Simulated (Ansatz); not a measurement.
This run works on a generated trial structure, not on a known crystal.

Input and command of a plane-wave DFT calculation in Ansatz:

```yaml
crystal:
  lattice:
    - [5.1576608381, 0.0, 0.0]
    - [-2.5788304191, 4.4666653099, 0.0]
    - [0.0, 0.0, 6.5280541835]
  atoms:
    - { symbol: Pr, position: [0.0, 0.0, 0.5], spin: 0.23 }
    - { symbol: W, position: [0.0, 0.0, 0.0], spin: 4.4 }
    - { symbol: Cl, position: [0.3333333333, 0.6666666667, 0.5] }
    - { symbol: Cl, position: [0.6666666667, 0.3333333333, 0.5] }
basis:
  ecutwfc: 660
kpoints:
  mp_grid: { grid: [6, 6, 4] }
hamiltonian:
  xc: pbe
  pseudopotentials:
    kind: paw
    azcp: { Pr: "pseudopotentials/pbe/nc/lanthanide_3plus/Pr.nc.azcp" }
scf:
  occupations: { method: gaussian, width: 0.1 }
  lower_state_search: "off"
output:
  forces: true
  stress: true
  eigenvalues: true
  populations: true
magnetization:
  spin_polarized: true
relax:
  adjacent_minimum: "off"
  f_tol: 0.04
  max_steps: 70
  cell: { stress_tol: 0.4 }
```

```bash
ansatz run input.yaml --threads 1 --pin off --max-ram 2560MiB --backend cpu --events-out ev --progress --plain --runs-dir out
```

Processor: Intel(R) Xeon(R) Processor @ 2.50GHz (Skylake/Cascade Lake), 1 thread, on a host shared with other jobs.

Problem. Estimate time, memory and problem size.

Solution. About 2.7 min, peak memory 0.7 GiB. It solves 27 bands at 21 k points (after reduction by symmetry) with about 5655 plane waves (on the last cell), in 41 SCF iterations over 4 ionic steps.

With its 4f electrons in the core of a norm-conserving potential, the lanthanide is trivalent by construction, without f bands, f moments or other valences.
